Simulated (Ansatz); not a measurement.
A trial structure of TiPtC₄N₄ was built thus: stacked square cyanide-bridged sheets (P4/mmm, No. 123). Lengths were set from tabulated atomic sizes, so they are only a guess.

```xyz
10
Lattice="7.2344 0.0000 0.0000 0.0000 7.2344 0.0000 0.0000 0.0000 3.3442" Properties=species:S:1:pos:R:3 pbc="T T T"
Ti    0.0000    0.0000    0.0000
Pt    3.6172    3.6172    0.0000
C     1.3704    5.8640    0.0000
C     5.8640    1.3704    0.0000
C     1.3704    1.3704    0.0000
C     5.8640    5.8640    0.0000
N     2.1977    5.0367    0.0000
N     5.0367    2.1977    0.0000
N     2.1977    2.1977    0.0000
N     5.0367    5.0367    0.0000
```

Theory: DFT PBE, scalar-relativistic, plane waves, PAW (Ansatz). Cutoff 420 eV, Gaussian smearing, Γ-centred meshes. Cell and atoms relax first on a coarse mesh and then on a finer one. In between, the cell is made exact in the group found at 0.06 Å. In metals the finer mesh still leaves noise of several meV/atom or more. The steps can't lower the symmetry of their start. Collinear spin, starting moments Ti 1.0 μB.

A guess keeps its type if space group and coordination stay and the shape of the cell changes little (axis ratios within about 15 %, angles within 6°); the volume may change.

Task: Will the relaxed cell still be of the starting type?

Result: It keeps its type. The symmetry stays P4/mmm (No. 123). The volume per atom grows by 9.9 %, from 17.5 to 19.2 Å³. The shortest distance stays 1.17 Å (C–N). The ratio c/a of the conventional cell changes by a factor of 0.99. Counting neighbours within 15 % of an atom's shortest distance, the start has C 1, N 1, Pt 4, Ti 4 and the end C 1, N 1, Pt 4, Ti 4.

The last run used collinear spin, a 6×6×12 mesh (in the run's order of axes) for its 10-atom cell and Gaussian smearing of 0.10 eV. Spin–orbit coupling, which can matter for Pt, is left out. Another magnetic order may lie lower. A structure relaxed within its symmetry needn't be a true minimum.
